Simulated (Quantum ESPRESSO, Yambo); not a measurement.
# Levels of theory for the gap of Li$_{3}$BrO

Li3BrO (anti-perovskite, space group Pm-3m, No. 221): one geometry, one set of norm-conserving LDA (Quantum ESPRESSO, 84 Ry, scalar-relativistic) orbitals, self-energies from Yambo (4×4×4 Γ-centred k mesh, bands 4 to 137 and a 10 Ry block in the screening, 137 bands in G with the Bruneval-Gonze terminator, plasmon pole fitted at 27.2 eV).

The geometry is that of Materials Project entry mp-28593, symmetrised and not relaxed again.

```json
[
 {"level": "LDA (Quantum ESPRESSO)", "gap M → M (eV)": "4.25", "rough Yambo cost": "–"},
 {"level": "exchange only (Hartree-Fock self-energy on LDA orbitals)", "gap M → M (eV)": "14.11", "rough Yambo cost": "about 1/40 (8 states)"},
 {"level": "static COHSEX@LDA", "gap M → M (eV)": "8.15", "rough Yambo cost": "about 1/2 (2 states)"},
 {"level": "G0W0@LDA, plasmon pole", "gap M → M (eV)": "6.56", "rough Yambo cost": "1 (8 states)"}
]
```

Bare exchange has no screening and gives the widest gap; static COHSEX screens it but leaves out the frequency dependence, which G0W0 restores.

Costs are rough ratios of core time on shared machines.

Nearest settings tried, and what they do to the gap: 85 bands in W, 85 bands in G: -12 meV; 8 Ry block (179 vectors against 257): -49 meV. Not varied: mesh. So the settings aren't converged at that level.

Spin-orbit splittings are left out. The cell is held in this high symmetry; tilts and polar distortions were not searched.
